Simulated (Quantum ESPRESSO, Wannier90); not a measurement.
Ca3BiN (anti-perovskite): Wannier90 run

Structure: Materials Project mp-31149, symmetrised, not relaxed again. COD (Crystallography Open Database) has an entry of this formula and space group (matched by these alone). Level: LDA, no spin polarisation, no spin-orbit coupling; pw.x of Quantum ESPRESSO at 68 Ry with PseudoDojo potentials, 4×4×4 k-points, Wannier90. Density: 6×6×6 mesh, Gaussian smearing 0.01 Ry. Spin-orbit coupling is left out although heavy elements are present.

```
begin unit_cell_cart
ang
    4.9003500000    0.0000000000    0.0000000000
    0.0000000000    4.9003500000    0.0000000000
    0.0000000000    0.0000000000    4.9003500000
end unit_cell_cart
mp_grid = 4 4 4
```

Problem. Which shells of neighbouring k-points and which b-vectors and weights does Wannier90 pick for this cell and mesh?

Solution. 
```
 *---------------------------------- K-MESH ----------------------------------*
 +----------------------------------------------------------------------------+
 |                    Distance to Nearest-Neighbour Shells                    |
 |                    ------------------------------------                    |
 |          Shell             Distance (Ang^-1)          Multiplicity         |
 |          -----             -----------------          ------------         |
 |             1                   0.320548                      6            |
 |             2                   0.453323                     12            |
 |             3                   0.555205                      8            |
 |             4                   0.641096                      6            |
 |             5                   0.716767                     24            |
 |             6                   0.785179                     24            |
 |             7                   0.906646                     12            |
 |             8                   0.961643                     30            |
       ... (lines left out)
 +----------------------------------------------------------------------------+
 | The b-vectors are chosen automatically                                     |
 | The following shells are used:                       1                     |
 +----------------------------------------------------------------------------+
 |                        Shell   # Nearest-Neighbours                        |
 |                        -----   --------------------                        |
 |                          1               6                                 |
 +----------------------------------------------------------------------------+
 | Completeness relation is fully satisfied [Eq. (B1), PRB 56, 12847 (1997)]  |
 +----------------------------------------------------------------------------+
 |                  b_k Vectors (Ang^-1) and Weights (Ang^2)                  |
 |                  ----------------------------------------                  |
 |            No.         b_k(x)      b_k(y)      b_k(z)        w_b           |
 |            ---        --------------------------------     --------        |
 |             1         0.000000    0.000000    0.320548     4.866138        |
 |             2         0.000000    0.320548    0.000000     4.866138        |
 |             3         0.320548    0.000000    0.000000     4.866138        |
 |             4         0.000000    0.000000   -0.320548     4.866138        |
 |             5         0.000000   -0.320548    0.000000     4.866138        |
 |             6        -0.320548    0.000000    0.000000     4.866138        |
```
